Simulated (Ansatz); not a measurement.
The elements of this relaxed trial crystal are hidden behind letters.

```
lattice vectors (Å)
   2.9930    0.0000    0.0000
   0.0000    2.9930    0.0000
   0.0000    0.0000   13.0094
fractional positions
X 0.5000 0.5000 0.1980
X 0.0000 0.0000 0.6140
X 0.0000 0.0000 0.3860
X 0.5000 0.5000 0.8020
Z 0.0000 0.0000 0.0000
Q 0.5000 0.5000 0.5000
```

Theory: Ansatz, DFT PBE, scalar-relativistic, plane waves, PAW. Settings of the last relaxation (6-atom cell): 420 eV, 12×12×4 k points, Gaussian smearing of 0.10 eV, no spin polarisation.

- Space group: P4/mmm (No. 123)
- Conventional cell: a = 2.993 Å, c = 13.009 Å
- Volume per atom: 19.42 Å³
- Density: 6.07 g/cm³
- Energy over the elements: −0.50 eV/atom
- Gap on the 12×12×4 mesh of the 6-atom cell: 0 eV (a metal)

Energies are uncorrected and count from the elements' standard states at the same level.

Question: X is a d-block element of period 5, Z is a d-block element of period 4 and Q is a p-block element of period 2. Which elements are they?

Answer: X = Zr, Z = Sc, Q = O, so the formula is Zr4ScO. Density times volume gives a mean mass of 6.07 × 19.42/1.6605 = 71.0 u per atom, and this set has 71.0 u. Zr on its first site is surrounded by 4 Zr at 2.99 Å, 4 Zr at 3.23 Å and 4 Sc at 3.33 Å; Sc has 4 Sc at 2.99 Å and 8 Zr at 3.33 Å; O has 8 Zr at 2.58 Å and 4 O at 2.99 Å; 1 more site not described. Other sets within the hints have nearly the same mass, so mass alone doesn't settle it; this one was computed.

A structure relaxed within its symmetry needn't be a true minimum.
